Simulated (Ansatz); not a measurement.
A distorted cell of Se (trigonal-Se type, space group P3_121):

```
Se
1.0
    9.06910     0.00000     0.00000
   -2.26727     3.92703     0.00000
    0.00000     0.00000     5.04146
Se
6
Cartesian
  0.88734  -0.10182   4.20122
  5.52371   0.00000   4.20122
 -0.49458   0.85664   0.84024
  4.03997   0.85664   0.84024
  1.77269   3.07039   2.52073
  6.30724   3.07039   2.52073
```

Method: PBE (plane waves to 420 eV, PAW, scalar-relativistic; Ansatz, a first-principles code). k mesh 7×7×5 (Γ-centred), Fermi-Dirac smearing 0.05 eV. Energies are smeared free energies. Stress and pressure are positive under compression. As the smearing reaches across the gap at some points, energies and forces of such displacements shift with the k mesh and the smearing. Se was relaxed with its symmetry unable to fall.

**Question.** What forces act on the atoms (eV/Å, Cartesian)?

**Answer.** 
```
atom      Fx      Fy      Fz
----  ------  ------  ------
Se1    0.850   0.303   0.305
Se2   -0.019  -0.007   0.009
Se3   -0.221   0.216   0.056
Se4   -0.014  -0.065   0.003
Se5    0.038   0.031  -0.014
Se6   -0.634  -0.477  -0.358
```

**Question.** Give the stress tensor in GPa and the pressure.

**Answer.** 
```
    1.2      0.3      0.5
    0.3      0.6      0.4
    0.5      0.4      1.2
```
The pressure, a third of the trace, is 1.0 GPa.

**Question.** In it atom 1 sits (-0.102, -0.102, 0.000) Å away from its relaxed site. What is its energy relative to the relaxed cell?

**Answer.** 57 meV/cell.

(A displaced cell: forces are minus the slopes of the energy, force constants its curvatures, and phonons follow from these.)
